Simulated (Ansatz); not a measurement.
Relaxed Sn (diamond):

```
Sn
1.0
    0.00000     3.32768     3.32768
    3.32768     0.00000     3.32768
    3.32768     3.32768     0.00000
Sn
2
Direct
  0.25000   0.25000   0.25000
  0.00000   0.00000   0.00000
```

Two-dimensional scan of atom 1 (Sn, nearest neighbour Sn at 2.882 Å; its periodic images, 4.7 Å or more away, move with it): u runs along (0.707, 0.707, 0.000), v along (0.000, 0.000, 1.000) (Cartesian). Cell and other atoms are fixed.

Computed with PBE (plane waves to 420 eV, PAW, scalar-relativistic; Ansatz, an electronic-structure program). k mesh 10×10×10 (Γ-centred), Fermi-Dirac smearing 0.05 eV. Energies are smeared free energies. With partly filled bands, energies and forces of such displacements shift with the k mesh and the smearing. Sn was relaxed with its symmetry unable to fall. The relaxed volume of Sn is well above the measured one; the method has no dispersion term. ΔE is measured from the undisplaced structure. Axes are in Å.

```tsv
ΔE (meV/cell)	u = -0.430	u = -0.215	u = 0.000	u = 0.215	u = 0.430
v = -0.430	2066	938	585	938	2066
v = -0.215	1157	394	?	394	1157
v = 0.000	637	?	0	?	637
v = 0.215	504	237	?	237	504
v = 0.430	?	615	585	615	?
```

### Question
Complete the blanks.

### Answer

- v = -0.215, u = 0.000: 150
- v = 0.000, u = -0.215: 153
- v = 0.000, u = 0.215: 153
- v = 0.215, u = 0.000: 150
- v = 0.430, u = -0.430: 705
- v = 0.430, u = 0.430: 705

(For displaced atoms, the force is minus the slope of the energy, and its curvature is a force constant, which sets phonon frequencies.)
